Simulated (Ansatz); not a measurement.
A distorted cell of MoSi2 (MoSi2 type, space group I4/mmm):

```yaml
crystal:
  lattice:
    - [-1.60850, 1.60850, 3.93661]
    - [1.60850, -1.60850, 3.93661]
    - [1.60850, 1.60850, -3.93661]
  atoms:
    - { symbol: Mo, position: [0.08022, 0.08022, 0.12065] }
    - { symbol: Si, position: [0.33511, 0.33511, 0.00000] }
    - { symbol: Si, position: [0.66489, 0.66489, 0.00000] }
```

Level of theory: PBE (plane waves to 420 eV, PAW, scalar-relativistic; Ansatz, a quantum-chemistry and plane-wave program). k mesh 16×16×16 (Γ-centred), Fermi-Dirac smearing 0.05 eV. E stands for the smeared free energy. Stress and pressure are positive under compression. With partly filled bands, energies and forces of such displacements shift with the k mesh and the smearing. MoSi2 is run without spin polarisation. MoSi2 was relaxed with its symmetry unable to fall. The PAW data are Ansatz's earlier set.

Problem. Predict the force on every atom, in eV/Å.

Solution. 
```tsv
atom	Fx	Fy	Fz
Mo1	-2.264	-2.264	-2.217
Si2	0.595	0.595	0.750
Si3	1.669	1.669	1.468
```

Problem. What is the stress tensor (GPa)?

Solution. 
```
    7.4      6.9      4.0
    6.9      7.4      4.0
    4.0      4.0      7.6
```
The pressure, a third of the trace, is 7.5 GPa.

Problem. In it atom 1 sits (0.194, 0.194, 0.157) Å away from its relaxed site. What is its energy relative to the relaxed cell?

Solution. 557 meV/cell.

(A displaced cell: forces are minus the slopes of the energy, force constants its curvatures, and phonons follow from these.)
